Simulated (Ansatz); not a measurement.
The relaxed structure here is a generated cell of YSi2: the first start was made by a random draw of sites in a space group, and the end was not matched to a known phase here, so it may be hypothetical.

The end point of a relaxation of YSi₂. Space group Im-3m (No. 229). The numbers are results of r2SCAN (plane waves to 500 eV, PAW, scalar-relativistic; Ansatz, a program for electronic structure), not measurements.

```cif
data_Si12Y6
_chemical_formula_sum 'Si12 Y6'
_space_group_name_H-M_alt 'Im-3m'
_space_group_IT_number 229
_space_group_name_Hall '-I 4 2 3'
_cell_length_a 10.97659
_cell_length_b 10.97659
_cell_length_c 10.97659
_cell_angle_alpha 90.000
_cell_angle_beta 90.000
_cell_angle_gamma 90.000
loop_
_atom_site_label
_atom_site_type_symbol
_atom_site_symmetry_multiplicity
_atom_site_Wyckoff_symbol
_atom_site_fract_x
_atom_site_fract_y
_atom_site_fract_z
_atom_site_occupancy
Si1 Si 12 d 0.00000 0.25000 0.50000 1
Y1 Y 6 b 0.00000 0.00000 0.50000 1
```
(The calculation used a cell of 9 atoms; values per cell refer to that cell.)

| Item | Value |
|---|---|
| Volume per atom | 73.47 Å³ |
| Band gap | no gap (metallic) |
| Shortest distances | Si–Y 2.74 Å |
| k-mesh | 6×6×6 |

Band energies at high-symmetry points (eV from the Fermi level; labels of this space group; no spin-orbit coupling), from −5 eV up to 1.3 eV:

| point | energies |
|---|---|
| Γ | -2.29 -2.29 -1.37 -1.37 -1.37 -1.34 -0.68 -0.68 -0.68 0.46 0.46 0.46 0.76 0.76 0.76 0.91 0.91 0.91 |
| H | -2.73 -1.62 -1.62 -1.31 -1.31 -1.31 -0.34 -0.34 -0.34 -0.17 -0.17 -0.17 0.38 0.38 0.38 |
| N | -2.17 -1.49 -1.40 -1.22 -1.21 -1.16 -1.05 -0.93 -0.65 -0.16 0.00 0.08 0.32 0.47 0.52 0.66 0.95 |
| P | -1.49 -1.49 -1.49 -1.46 -1.08 -1.08 -0.97 -0.97 -0.97 -0.02 -0.02 -0.02 0.10 0.10 0.10 0.95 0.95 |

No spin polarisation in the result. The relaxed primitive cell holds an odd number of electrons. A magnetic state may lie lower.

The run could not lose the symmetry of its start: the end is stationary, and may be a saddle point rather than a minimum.

All atoms sit on sites fixed by symmetry, so only the cell could relax.
